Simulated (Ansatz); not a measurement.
CdS (wurtzite)

Space group P6₃mc (No. 186); a = b = 4.1643 Å, c = 6.7688 Å, α = β = 90.00°, γ = 120.00°

```json
[
 {"atom": "Cd", "site": "2b", "symmetry": "3m.", "x": "0.6667", "y": "0.3333", "z": "0.0010"},
 {"atom": "S", "site": "2b", "symmetry": "3m.", "x": "0.3333", "y": "0.6667", "z": "0.1242"}
]
```

Grid over V/V₀ and (c/a)/(c/a)₀, subscript 0 meaning the relaxed cell; the conventional c axis lies along z; no internal relaxation.

Method: r2SCAN (plane waves to 500 eV, PAW, scalar-relativistic; Ansatz, an electronic-structure program). k mesh 9×9×5 (Γ-centred), Fermi-Dirac smearing 0.05 eV. Stress and pressure are positive under compression. As the atoms are clamped, bonds stretch with the cell, which overstates energies and stresses. CdS was relaxed with its symmetry unable to fall. The PAW data are Ansatz's earlier set. 

### Question
Estimate the P (GPa) for all points of the grid V/V₀ = 0.920, 0.960, 1.000, 1.040, 1.080 by (c/a)/(c/a)₀ = 0.960, 0.980, 1.000, 1.020, 1.040.

### Answer
P (GPa), with V/V₀ across and (c/a)/(c/a)₀ down:

| (c/a)/(c/a)₀ \ V/V₀ | 0.920 | 0.960 | 1.000 | 1.040 | 1.080 |
|---|---|---|---|---|---|
| 0.960 | 6.3 | 2.9 | 0.2 | -2.0 | -3.8 |
| 0.980 | 6.1 | 2.7 | 0.0 | -2.1 | -3.9 |
| 1.000 | 6.1 | 2.7 | 0.0 | -2.2 | -3.9 |
| 1.020 | 6.1 | 2.7 | 0.0 | -2.1 | -3.9 |
| 1.040 | 6.2 | 2.9 | 0.2 | -2.0 | -3.8 |

(Under strain, the slope of the energy per volume gives the stress and its curvature an elastic modulus.)
